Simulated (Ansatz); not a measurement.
One input, then a changed one: Ni (fcc type)

First run: DFT, LDA, all-electron LAPW, scalar-relativistic (Ansatz 0.2.0).

Command: `ansatz run input.yaml --threads 3 --pin off --max-ram 9216MiB --backend cpu --events-out ev --progress --plain --runs-dir out` It took 42 s on 3 threads of Arm Neoverse V2, on a shared host, peak memory 1.2 GiB.

```yaml
crystal:
  lattice:
    - [0.0, 1.7124962518, -1.7124962518]
    - [-1.7124962518, 0.0, 1.7124962518]
    - [3.4249925035, 3.4249925035, 3.4249925035]
  atoms:
    - { symbol: Ni, position: [0.0, 0.0, 0.0], spin: 1.0 }
    - { symbol: Ni, position: [0.333333333, 0.666666667, 0.333333333], spin: 1.0 }
    - { symbol: Ni, position: [0.666666667, 0.333333333, 0.666666667], spin: 1.0 }
magnetization:
  spin_polarized: true
kpoints:
  mp_grid: { grid: [15, 15, 6] }
scf:
  occupations: { method: fermi_dirac, width: 0.1 }
hamiltonian:
  xc: lda
  pseudopotentials: { kind: all_electron, lapw: { basis_error: 0.001 } }
output:
  forces: true
  stress: true
  eigenvalues: true
```

The base cell comes from a relaxation on PAW files under the same functional.

This run: bulk in the slab's orientation.

It converges in 8 SCF iterations at a pressure of 0.00 GPa, cell moment 1.75 μB.

The input is then changed:

```diff
 scf:
-  occupations: { method: fermi_dirac, width: 0.1 }
+  occupations: { method: methfessel_paxton, width: 0.005 }
 hamiltonian:
   pseudopotentials: { kind: all_electron, lapw: { basis_error: 0.001 } }
+  dispersion: d3bjatm
 output:
```

Task: Predict the outcome of the changed run.

Result: It converges in 10 SCF iterations at a pressure of -6.73 GPa, cell moment 1.86 μB. More than one line changes, and not each need have an effect. Results part of its log:
```
Warning: the engine holds no damping parameters fitted to this dispersion correction and functional, so the run takes those fitted to pbe (hamiltonian.dispersion, under Limitations)
SCF 1 converged in 10 iterations: F = -123951.189443 eV  dr2 = 2.39e-9
this state was not tested for a lower state beside it, because cold or Methfessel-Paxton smearing, or corrected tetrahedra, fill the levels in a way that the test cannot read (fill_not_monotonic; see scf.lower_state_search)
SCF converged after 10 iterations
Magnetization: 1.8575 μB (27.9288 up, 26.0712 down)
Absolute magnetization: 2.0378 μB (∫|ρ↑−ρ↓|)
Spin contamination: 0.0116 ħ² per cell (⟨S²⟩ above its minimum at these occupations)
Per-site moments (μB) at R_I (Å): [(0.6368251720626006, 1.210917694336674), (0.6368251720626006, 1.210917694336674), (0.6368251720626006, 1.210917694336674)]
Free energy (F): -123951.189443 eV
Harris-Foulkes:  -123951.189443 eV  (|F-HF|=7.28e-11)
Internal energy: -123951.189447 eV  (E = F + TS)
E sigma→0 (E₀):  -123951.189444 eV
Entropy (-TS):   0.000003 eV (0.001 meV/atom)
Fermi energy:    19.751023 eV
--- Per-component energies (eV) ---
[... lines left out ...]
--- Forces (eV/Å), atoms counted from 1 ---
  atom   1  Ni     0.00000000     0.00000000     0.00000000
  atom   2  Ni     0.00000000     0.00000000     0.00000000
  atom   3  Ni     0.00000000    -0.00000000     0.00000000
  max |Σ_I F_I| component: 1.22e-26 eV/Å
--- Stress (GPa, compression-positive) ---
       -6.732827      -0.130508      -0.130508
       -0.130508      -6.732827      -0.130508
       -0.130508      -0.130508      -6.732827
  P = ⅓ Tr σ = -6.7328 GPa (-67.328 kbar)
--- Band table (eV; the first three rows and the last of 292) ---
  k-point 0 ↑: bands = ["-83.1958", "-83.1579", "-83.1579", "-44.0664", "-44.0664", "-43.8632", "-43.8632", "-43.8632", "-43.8632", "-43.8398", "-43.8311", "-43.8311", "10.0623", "13.6471", "13.6471", "17.0785", "17.0785", "17.1118", "17.1153", "17.1153", "17.2701", "17.2701", "17.2701", "17.2701", "18.4261", "18.4261", "18.8112", "18.8112", "18.8112", "18.8112", "30.8727", "30.8727", "43.3403", "43.3403", "43.9312"]
  k-point 1 ↑: bands = ["-83.1942", "-83.1661", "-83.1512", "-44.1062", "-44.0174", "-43.8689", "-43.8689", "-43.8563", "-43.8563", "-43.8490", "-43.8324", "-43.8324", "10.1908", "12.8574", "14.1406", "16.7651", "17.0751", "17.1465", "17.1465", "17.1899", "17.1899", "17.3445", "17.3445", "17.8133", "18.4122", "18.4122", "18.5986", "18.5986", "19.0136", "19.0136", "28.5302", "33.5045", "42.8741", "43.6056", "43.8937"]
  k-point 2 ↑: bands = ["-83.1899", "-83.1749", "-83.1468", "-44.1321", "-43.9651", "-43.8754", "-43.8726", "-43.8726", "-43.8488", "-43.8488", "-43.8361", "-43.8361", "10.5702", "11.9737", "14.3465", "16.7424", "16.9755", "17.1320", "17.1320", "17.2283", "17.2283", "17.3714", "17.3714", "18.3821", "18.3821", "18.4379", "18.4379", "18.7478", "19.1562", "19.1562", "26.7127", "36.3155", "41.9458", "42.5679", "44.4317"]
  k-point 145 ↓: bands = ["-82.3478", "-82.3478", "-82.3478", "-43.3138", "-43.3138", "-43.3138", "-43.2350", "-43.2350", "-43.2350", "-43.1645", "-43.1645", "-43.1645", "16.2940", "16.2940", "16.2940", "16.3488", "16.3488", "16.3488", "17.2037", "17.2037", "17.2037", "18.7691", "18.7691", "18.7691", "19.8649", "19.8649", "19.8649", "25.2468", "25.2468", "25.2468", "27.0684", "27.0684", "27.0684", "34.0788", "34.0788"]
```
